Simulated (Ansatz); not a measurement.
Rb₂NaTlBr₆:
```
Rb2NaTlBr6
1.0
    0.00000     5.59821     5.59821
    5.59821     0.00000     5.59821
    5.59821     5.59821     0.00000
Rb Na Tl Br
2 1 1 6
Direct
  0.75000   0.75000   0.75000
  0.25000   0.25000   0.25000
  0.50000   0.50000   0.50000
  0.00000   0.00000   0.00000
  0.75504   0.24496   0.24496
  0.24496   0.75504   0.75504
  0.24496   0.75504   0.24496
  0.75504   0.24496   0.75504
  0.24496   0.24496   0.75504
  0.75504   0.75504   0.24496
```

Relaxed with r²SCAN. Special points in fractions of this cell's reciprocal vectors: Γ (0.000, 0.000, 0.000); X (0.500, 0.000, 0.500); U (0.625, 0.250, 0.625); K (0.375, 0.375, 0.750); L (0.500, 0.500, 0.500); W (0.500, 0.250, 0.750).

Task: List the band energies nearest the valence-band maximum at these points for r²SCAN with spin–orbit coupling in the plane-wave PAW code Ansatz.

Result: In eV from the valence-band maximum; about four levels below and three above (degenerate sets whole), none deeper than 8.9 eV; points with the same levels are listed once.

```csv
k,below,above
Γ,0.00 0.00 0.00 0.00,1.20 1.20 4.98 4.98
X,-0.44 -0.44 -0.11 -0.11,2.38 2.38 6.41 6.41
U,-0.44 -0.44 -0.20 -0.20,2.37 2.37 6.28 6.28
L,-0.34 -0.34 -0.15 -0.15,2.15 2.15 5.61 5.61
W,-0.37 -0.37 -0.33 -0.33,2.39 2.39 6.36 6.36
```

Space group Fm-3m. The first step of the workflow began from a Materials Project structure, measured or hypothetical; the Crystallography Open Database copy checked does not list it. Whether it is the stable phase at ambient conditions was not checked. The r²SCAN relaxation kept the symmetry of its start; whether a distortion lowers the energy is not shown.

Potentials: the later of the program's two PAW sets.
